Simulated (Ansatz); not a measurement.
The cell of SnAs₂ is invented: random cell by space group and Wyckoff sites (P6mm, No. 183). Its size is a rough estimate.

```
Sn As
1.0
     3.66161    0.00000    0.00000
    -1.83081    3.17105    0.00000
     0.00000    0.00000    7.83119
Sn As
1 2
Direct
  0.00000 0.00000 0.18829
  0.33333 0.66667 0.27913
  0.66667 0.33333 0.27913
```

Level of theory: DFT PBE, scalar-relativistic, plane waves, PAW in Ansatz. Cutoff 420 eV, Gaussian smearing, Γ-centred meshes. Cell and atoms relax first on a coarse mesh and then on a finer one. In between, the cell is made exact in the group found at 0.06 Å. In metals the finer mesh still leaves noise of several meV/atom or more. The steps can't lower the symmetry of their start. No spin polarisation.

A guess keeps its type if space group and coordination stay and the shape of the cell changes little (axis ratios within about 15 %, angles within 6°); the volume may change.

**Question.** Will the relaxed cell still be of the starting type?

**Answer.** It doesn't keep its type. The symmetry goes from P6mm (No. 183) to P6/mmm (No. 191). The volume per atom shrinks by 23.4 %, from 30.3 to 23.2 Å³. The shortest distance goes from 2.11 Å (As–As) to 2.70 Å (As–As). Counting neighbours within 15 % of an atom's shortest distance, the start has As 6, Sn 6 and the end As 3, Sn 14. In detail, at the end around Sn lie 12 As at 3.27 Å and 2 Sn at 3.69 Å; around As lie 3 As at 2.70 Å and 6 Sn at 3.27 Å.

Space group P6/mmm (No. 191). a = 4.669 Å, b = 4.669 Å, c = 3.688 Å, α = 90.00°, β = 90.00°, γ = 120.00°
```csv
atom,site,symmetry,x,y,z
Sn,1b,6/mmm,0.0000,0.0000,0.5000
As,2c,-6m2,0.3333,0.6667,0.0000
```

The last run used a 12×12×12 mesh for its 3-atom cell and Gaussian smearing of 0.10 eV. A structure relaxed within its symmetry needn't be a true minimum. Another cell of SnAs2 relaxed alike, in R-3m, lies 102 meV/atom lower, so this cell isn't the stable form at this level.
